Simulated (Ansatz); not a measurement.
**SiO2: a ladder of calculations**

Cell of run 1: a structure deposited in the COD (listed for 0.7 GPa).

Space group P4_12_12 (No. 92); a = 4.9028, c = 6.7782 Å.

```csv
site,Wyckoff,site symmetry,x,y,z
Si,4a,..2,0.3086,0.3086,0.0000
O,8b,1,0.2364,0.1198,0.1870
```

One atom of each set is listed.

Relaxed positions (PBE, cell held):

Si (0.3126, 0.3126, 0.0000)
O (0.2334, 0.1310, 0.1924)

All runs are DFT with Ansatz 0.2.0 (plane waves and PAW, scalar-relativistic unless spin–orbit coupling is named, Γ-centred meshes, Fermi–Dirac smearing where given) in this cell.

Run 1: PBE, gradients read without the response of the cores, atoms as given; 420 eV, 5×5×4 k-points, smearing 0.02 eV.
Run 2: PBE, gradients read without the response of the cores, atoms relaxed; 420 eV, 5×5×4 k-points, smearing 0.02 eV.
Run 3: r2SCAN, gradients read without the response of the cores, at the relaxed atoms; 500 eV, 5×5×4 k-points, smearing 0.02 eV.

```tsv
run	Si V_zz (η)	O V_zz (η)
1	-0.59 (0.85)	9.10 (0.19)
2	-0.42 (0.84)	9.43 (0.24)
3	?	?
```

V_zz in 10²¹ V/m².

Question: Estimate the row of run 3.

Answer: Si: -0.42 (0.79); O: 9.35 (0.24). It lies nearest to run 2, from whose tensors on these sites it differs by 0.09 at most (largest principal value of the difference, on O). Taken one at a time, the positions of the atoms (as given or relaxed) move the tensors on these sites by up to 0.49 (largest principal value of the change, on O), the functional (r2SCAN with its higher cutoff) by 0.09 (O).

In runs 1, 3 the atoms aren't at the calculated equilibrium (largest force 0.52, 0.34 eV/Å). The cell isn't the equilibrium one in run 1 (calculated pressure 9 GPa), and the entry's cell may itself be off.
